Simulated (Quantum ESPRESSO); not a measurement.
# Strain and stress in Al3SiN3C

These are calculations, not measurements. They come from pw.x of Quantum ESPRESSO 7.5, a plane-wave density functional program, with PseudoDojo standard norm-conserving files (v0.5 for PBE, v0.4.1 for LDA and PBEsol). The cells are made up: elements, strain and atom displacements were drawn at random, and nothing was relaxed. There is no spin polarisation, spin-orbit coupling or dispersion term.

The cell has 8 sites of a wurtzite lattice (rectangular cell). Sites 1 to 4 hold Al Al Si Al; sites 5 to 8 hold N N C N. Cell vectors in Å: (3.032, -0.010, 0.017); (-0.017, 5.321, 0.060); (0.027, 0.057, 4.962). Settings: PBE, cutoff 1143 eV, 6 x 4 x 4 k mesh shifted by half a step, Fermi-Dirac smearing of 0.025 eV.

Each run adds a shear xy (given as the tensor component) to one cell, with the atoms carried along; the vectors above are those of run 4. Stress is positive in tension and P is minus a third of its trace. E is the free energy for each atom above the lowest run shown. The last column is band 17 less band 16 at Gamma, from a band step after each run.

| run | strain (%) | s_xx (GPa) | s_yy (GPa) | s_zz (GPa) | s_xy (GPa) | P (GPa) | E (meV/atom) | level step at Gamma (eV) |
| --- | --- | --- | --- | --- | --- | --- | --- | --- |
| 1 | -2.43 | -19.49 | -32.00 | -10.56 | -7.31 | 20.69 | 10.17 | 1.154 |
| 2 | -2.09 | -19.30 | -31.75 | -10.56 | -6.09 | 20.54 | 7.05 | 1.131 |
| 3 | -0.83 | -18.82 | -31.07 | -10.60 | -1.60 | 20.16 | 0.45 | 1.042 |
| 4 | -0.16 | -18.68 | -30.89 | -10.62 | 0.76 | 20.06 | 0.00 | 0.992 |
| 6 | 1.43 | -18.71 | -30.90 | -10.69 | 6.36 | 20.10 | 7.33 | 0.872 |
| 7 | 1.81 | -18.79 | -30.99 | -10.71 | 7.69 | 20.17 | 10.87 | 0.843 |
| 5 | 0.80 | ? | ? | ? | ? | ? | ? | ? |

A rerun of one of these cells at 1437 eV and k mesh 8 x 6 x 6 moved values by no more than 0.002 eV in the cell's energy, 0.05 GPa in stress and 0.012 eV/Å in force.

## Worked fit

A parabola through the six runs shown gives s_xy = 1.33 + 3.53 e - 0.010 e² GPa, with e in per cent and a scatter of 0.01 GPa. The slope is a stiffness of 353 ± 1 GPa for each unit of this strain at e = 0, twice a shear constant under the stress shown, since the tensor component is half the shear angle. The atoms are clamped, and relaxing them would in general lower it. The error is the larger of the fit's own and the change that a cubic makes, rounded up.

## Withheld run

Question: what s_xy should run 5 give?

The fit gives 4.15 GPa. The calculation gave 4.15 GPa.

```
run  strain (%)  s_xx (GPa)  s_yy (GPa)  s_zz (GPa)  s_xy (GPa)  P (GPa)  E (meV/atom)  level step at Gamma (eV)
  5        0.80      -18.63      -30.83      -10.66        4.15    20.04          3.07                     0.920
```